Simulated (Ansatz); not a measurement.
Profile along the Al–Al line in TiAl (CuAu type, space group P4/mmm)

TiAl (CuAu type, space group P4/mmm)

```cif
data_AlTi
_chemical_formula_sum 'Al1 Ti1'
_space_group_name_H-M_alt 'P4/mmm'
_space_group_IT_number 123
_space_group_name_Hall '-P 4 2'
_cell_length_a 2.82408
_cell_length_b 2.82408
_cell_length_c 4.07063
_cell_angle_alpha 90.000
_cell_angle_beta 90.000
_cell_angle_gamma 90.000
loop_
_atom_site_label
_atom_site_type_symbol
_atom_site_symmetry_multiplicity
_atom_site_Wyckoff_symbol
_atom_site_fract_x
_atom_site_fract_y
_atom_site_fract_z
_atom_site_occupancy
Al1 Al 1 d 0.50000 0.50000 0.50000 1
Ti1 Ti 1 a 0.00000 0.00000 0.00000 1
```

Fields along a shortest Al–Al line of a (001) plane (2.82 Å), from Al to Al, interpolated on the slice's grid (step about 0.1 Å). Computed with PBE (plane waves to 420 eV, PAW, scalar-relativistic; Ansatz, a program for electronic structure). k mesh 16×16×12. Inside the PAW spheres the values are not all-electron values, and peaks at nuclei hang on which shells count as valence. The PAW data are Ansatz's earlier set. TiAl is run without spin polarisation. TiAl was relaxed with its symmetry unable to fall.

| distance from Al (Å) | valence electron density (e/Å³) | electron localisation function |
|---|---|---|
| 0.00 | 0.05 | x |
| 0.28 | 0.06 | x |
| 0.56 | 0.13 | 0.11 |
| 0.85 | 0.21 | 0.52 |
| 1.13 | 0.23 | 0.69 |
| 1.41 | 0.22 | 0.69 |
| 1.69 | 0.23 | 0.69 |
| 1.97 | 0.21 | 0.52 |
| 2.26 | 0.13 | 0.11 |
| 2.54 | 0.06 | x |
| 2.82 | 0.05 | x |

x: too close to a nucleus for the ELF to mean much.

Density on the Al–Al line (2.82 Å) at its midpoint: 0.22 e/Å³. ELF at that point: 0.69. ELF maximum in the middle third of the Al–Al line: 0.69, 1.3 Å from Al.
